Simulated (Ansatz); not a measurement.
HfO2:
```
CELL_PARAMETERS angstrom
      5.54068     0.00000     0.00000
      0.00000     3.31669     0.00000
      0.00000     0.00000     6.46826
ATOMIC_POSITIONS crystal
  Hf 0.75212 0.25000 0.10898
  Hf 0.24788 0.75000 0.89102
  Hf 0.74788 0.75000 0.60898
  Hf 0.25212 0.25000 0.39102
  O  0.97752 0.75000 0.34041
  O  0.02248 0.25000 0.65959
  O  0.52248 0.25000 0.84041
  O  0.47752 0.75000 0.15959
  O  0.86021 0.75000 0.92433
  O  0.13979 0.25000 0.07567
  O  0.63979 0.25000 0.42433
  O  0.36021 0.75000 0.57567
```

Cartesian axes are those of the cell as given.

Q: Give the high-frequency dielectric tensor and the Born effective charge tensors of the independent atoms from DFPT, plane-wave PAW r²SCAN (Ansatz code).

A: 
ε∞:
```
5.37  0.00  0.00
0.00  5.24  0.00
0.00  0.00  5.34
```
Z* of atom 1 (Hf), rows: field, columns: displacement, in e:
```
 5.06   0.00  -0.02
 0.00   4.98   0.00
-0.09   0.00   5.08
```
Z* of atom 5 (O), rows: field, columns: displacement, in e:
```
-2.62   0.00   0.08
 0.00  -2.63   0.00
-0.05   0.00  -2.36
```
Z* of atom 9 (O), rows: field, columns: displacement, in e:
```
-2.43   0.00   0.21
 0.00  -2.35   0.00
 0.22   0.00  -2.73
```

Static charges for comparison (Bader): Hf1 +2.71, O5 -1.37, O9 -1.34 e. Born charges measure polarisation by displacement and can exceed these by far.

Space group Pnma. The first step of the workflow began from a Materials Project structure, measured or hypothetical; the Crystallography Open Database copy checked does not list it. It is not the phase usual at ambient conditions (space group No. 14, 29). Symmetry was held in the r²SCAN relaxation; of distortions, only those at the zone centre were tested. The run is not spin-polarised. Spin–orbit coupling is left out wherever it is not named.

Potentials: the later of the program's two PAW sets.
